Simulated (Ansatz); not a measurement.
HfO$_{2}$:
```
HfO2
1.0
    4.78957     0.00000     0.00000
    0.00000     4.78957     0.00000
    0.00000     0.00000     3.18606
Hf O
2 4
Direct
  0.00000   0.00000   0.00000
  0.50000   0.50000   0.50000
  0.19511   0.80489   0.50000
  0.80489   0.19511   0.50000
  0.69511   0.69511   0.00000
  0.30489   0.30489   0.00000
```

Relaxed with LDA.

Q: Which orbitals make up the states near the band edges in the program Ansatz at the LDA level (PAW)?

A: Top 1 eV of the valence band: O 2p 94 %. Bottom 1 eV of the conduction band: Hf 5d 83 %, O 2p 10 %. Projections are on Löwdin-orthogonalised atomic valence shells; empty p or d shells of many metals are not among them.

Q: Tabulate the density of states.

A: States/eV per cell of 6 atoms, in 0.25 eV bins, energy from the valence-band maximum.

| E (eV) | total | O 2p | Hf 5d | Hf 6s |
|---|---|---|---|---|
| -7.85 | 0.00 | 0.00 | 0.00 | 0.00 |
| -7.60 | 0.00 | 0.00 | 0.00 | 0.00 |
| -7.35 | 0.00 | 0.00 | 0.00 | 0.00 |
| -7.10 | 0.00 | 0.00 | 0.00 | 0.00 |
| -6.85 | 0.00 | 0.00 | 0.00 | 0.00 |
| -6.60 | 0.00 | 0.00 | 0.00 | 0.00 |
| -6.35 | 0.00 | 0.00 | 0.00 | 0.00 |
| -6.10 | 0.00 | 0.00 | 0.00 | 0.00 |
| -5.85 | 0.00 | 0.00 | 0.00 | 0.00 |
| -5.60 | 0.07 | 0.05 | 0.02 | 0.01 |
| -5.35 | 0.80 | 0.52 | 0.21 | 0.05 |
| -5.10 | 1.20 | 0.79 | 0.30 | 0.07 |
| -4.85 | 2.03 | 1.34 | 0.52 | 0.11 |
| -4.60 | 3.75 | 2.51 | 0.92 | 0.21 |
| -4.35 | 5.24 | 3.61 | 1.22 | 0.27 |
| -4.10 | 5.15 | 3.57 | 1.32 | 0.13 |
| -3.85 | 7.03 | 5.01 | 1.76 | 0.11 |
| -3.60 | 7.66 | 5.51 | 1.90 | 0.07 |
| -3.35 | 3.15 | 2.32 | 0.63 | 0.06 |
| -3.10 | 3.52 | 2.67 | 0.62 | 0.07 |
| -2.85 | 3.42 | 2.65 | 0.55 | 0.06 |
| -2.60 | 4.12 | 3.26 | 0.59 | 0.08 |
| -2.35 | 3.83 | 3.13 | 0.46 | 0.06 |
| -2.10 | 3.87 | 3.25 | 0.39 | 0.04 |
| -1.85 | 8.10 | 6.97 | 0.68 | 0.04 |
| -1.60 | 6.87 | 5.97 | 0.60 | 0.03 |
| -1.35 | 6.66 | 5.87 | 0.54 | 0.02 |
| -1.10 | 6.46 | 5.91 | 0.32 | 0.01 |
| -0.85 | 7.05 | 6.57 | 0.25 | 0.01 |
| -0.60 | 4.46 | 4.26 | 0.08 | 0.00 |
| -0.35 | 1.18 | 1.15 | 0.01 | 0.00 |
| -0.10 | 0.38 | 0.37 | 0.00 | 0.00 |
| 0.15 | 0.00 | 0.00 | 0.00 | 0.00 |
| 0.40 | 0.00 | 0.00 | 0.00 | 0.00 |
| 0.65 | 0.00 | 0.00 | 0.00 | 0.00 |
| 0.90 | 0.00 | 0.00 | 0.00 | 0.00 |
| 1.15 | 0.00 | 0.00 | 0.00 | 0.00 |
| 1.40 | 0.00 | 0.00 | 0.00 | 0.00 |
| 1.65 | 0.00 | 0.00 | 0.00 | 0.00 |
| 1.90 | 0.00 | 0.00 | 0.00 | 0.00 |
| 2.15 | 0.00 | 0.00 | 0.00 | 0.00 |
| 2.40 | 0.00 | 0.00 | 0.00 | 0.00 |
| 2.65 | 0.00 | 0.00 | 0.00 | 0.00 |
| 2.90 | 0.00 | 0.00 | 0.00 | 0.00 |
| 3.15 | 0.00 | 0.00 | 0.00 | 0.00 |
| 3.40 | 0.00 | 0.00 | 0.00 | 0.00 |
| 3.65 | 0.00 | 0.00 | 0.00 | 0.00 |
| 3.90 | 0.03 | 0.00 | 0.02 | 0.00 |
| 4.15 | 0.82 | 0.08 | 0.67 | 0.06 |
| 4.40 | 3.05 | 0.27 | 2.58 | 0.14 |
| 4.65 | 4.20 | 0.43 | 3.49 | 0.18 |
| 4.90 | 3.26 | 0.39 | 2.70 | 0.09 |
| 5.15 | 3.74 | 0.49 | 3.08 | 0.07 |
| 5.40 | 2.97 | 0.38 | 2.47 | 0.03 |
| 5.65 | 5.28 | 0.62 | 4.45 | 0.06 |
| 5.90 | 5.67 | 0.81 | 4.64 | 0.06 |
| 6.15 | 5.62 | 0.87 | 4.53 | 0.07 |
| 6.40 | 4.51 | 0.72 | 3.54 | 0.08 |
| 6.65 | 3.39 | 0.66 | 2.45 | 0.10 |
| 6.90 | 4.03 | 1.00 | 2.60 | 0.16 |
| 7.15 | 1.36 | 0.32 | 0.66 | 0.19 |
| 7.40 | 0.47 | 0.10 | 0.18 | 0.10 |
| 7.65 | 1.17 | 0.22 | 0.39 | 0.31 |
| 7.90 | 0.90 | 0.11 | 0.23 | 0.32 |
| 8.15 | 1.36 | 0.12 | 0.34 | 0.50 |
| 8.40 | 0.97 | 0.05 | 0.32 | 0.28 |
| 8.65 | 1.09 | 0.06 | 0.41 | 0.25 |

Space group P4_2/mnm (rutile). The first step of the workflow began from a Materials Project structure, measured or hypothetical; the Crystallography Open Database copy checked does not list it. It is not the phase usual at ambient conditions (space group No. 14, 29). The cell was relaxed with LDA under the symmetry of its start; of distortions, only those at the zone centre were tested. No spin polarisation was allowed. Scalar-relativistic: spin–orbit coupling is off unless named, which matters more the heavier the elements.

Potentials: the earlier of the program's two PAW sets.
